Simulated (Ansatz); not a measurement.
Ag₂S:
```yaml
crystal:
  lattice:
    - [4.17437, 0.00000, 0.00000]
    - [0.00000, 7.21010, 0.00000]
    - [-3.16045, 0.00000, 7.72669]
  atoms:
    - { symbol: Ag, position: [0.49988, 0.50003, 0.24995] }
    - { symbol: Ag, position: [0.50012, 0.49997, 0.75005] }
    - { symbol: Ag, position: [0.50012, 0.00003, 0.25005] }
    - { symbol: Ag, position: [0.49988, 0.99997, 0.74995] }
    - { symbol: Ag, position: [0.89310, 0.75003, 0.55353] }
    - { symbol: Ag, position: [0.10690, 0.24997, 0.44647] }
    - { symbol: Ag, position: [0.10690, 0.25003, 0.94647] }
    - { symbol: Ag, position: [0.89310, 0.74997, 0.05353] }
    - { symbol: S, position: [0.27313, 0.74996, 0.86352] }
    - { symbol: S, position: [0.72687, 0.25004, 0.13648] }
    - { symbol: S, position: [0.72687, 0.24996, 0.63648] }
    - { symbol: S, position: [0.27313, 0.75004, 0.36352] }
```

Relaxed with PBEsol.

Problem. Tabulate the valence density and the electron localisation function along the shortest Ag–Ag contact (3.03 Å), plane-wave PAW PBEsol (Ansatz code).

Solution. 

| distance from Ag (Å) | density (e/Å³) | ELF |
|---|---|---|
| 0.30 | 15.20 | 0.75 |
| 0.46 | 10.10 | 0.65 |
| 0.61 | 5.61 | 0.56 |
| 0.76 | 2.55 | 0.46 |
| 0.91 | 1.02 | 0.33 |
| 1.06 | 0.47 | 0.22 |
| 1.21 | 0.27 | 0.16 |
| 1.37 | 0.19 | 0.14 |
| 1.52 | 0.17 | 0.14 |
| 1.67 | 0.19 | 0.14 |
| 1.82 | 0.27 | 0.16 |
| 1.97 | 0.47 | 0.22 |
| 2.12 | 1.01 | 0.33 |
| 2.28 | 2.54 | 0.45 |
| 2.43 | 5.60 | 0.56 |
| 2.58 | 10.09 | 0.65 |
| 2.73 | 15.20 | 0.75 |

The density is the valence pseudo-density with augmentation charge, so density and ELF within about 1 Å of a nucleus are not all-electron values.

Space group Cmcm. The workflow started from a Materials Project entry (that database holds measured and hypothetical structures alike); the Crystallography Open Database copy checked does not list it. COD files the formula under space group No. 4, 14, so this cell is another polymorph or a model. Its standing as an ambient phase is unchecked. Symmetry was held in the PBEsol relaxation; its stability against distortions is not shown here. The run is not spin-polarised.

Potentials: the later of the program's two PAW sets.
